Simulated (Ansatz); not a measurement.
ZnNi (CsCl type, space group No. 221) at seven volumes, DFT-PBEsol in the program Ansatz with PAW potentials, scaled uniformly. One row is withheld.

```json
[
 {"V (Å³/atom)": "10.442", "P (GPa)": "20.36"},
 {"V (Å³/atom)": "10.786", "P (GPa)": "12.34"},
 {"V (Å³/atom)": "11.130", "P (GPa)": "?"},
 {"V (Å³/atom)": "11.474", "P (GPa)": "-0.01"},
 {"V (Å³/atom)": "11.819", "P (GPa)": "-4.74"},
 {"V (Å³/atom)": "12.163", "P (GPa)": "-8.70"},
 {"V (Å³/atom)": "12.507", "P (GPa)": "-12.02"}
]
```

**Question.** Fit the shown pressures and predict the withheld one.

**Answer.** P = (3/2)B₀(x^(7/2) − x^(5/2))[1 + (3/4)(B′ − 4)(x − 1)] with x = (V₀/V)^(2/3). Least squares on the six rows gives V₀ = 11.474 Å³/atom, B₀ = 172 GPa, B′ = 4.86. At V = 11.130, x = 1.0205 and P = 5.64 GPa. The run itself gave 5.62 GPa.

Space group Pm-3m (CsCl type). The workflow started from a Materials Project entry (that database holds measured and hypothetical structures alike); the Crystallography Open Database files this formula in space group No. 221, but the cells were not matched. Whether it is the stable phase at ambient conditions was not checked. The cell was relaxed with PBEsol under the symmetry of its start. At this level the phase is mechanically unstable. The run is not spin-polarised.

Potentials: the later of the program's two PAW sets.
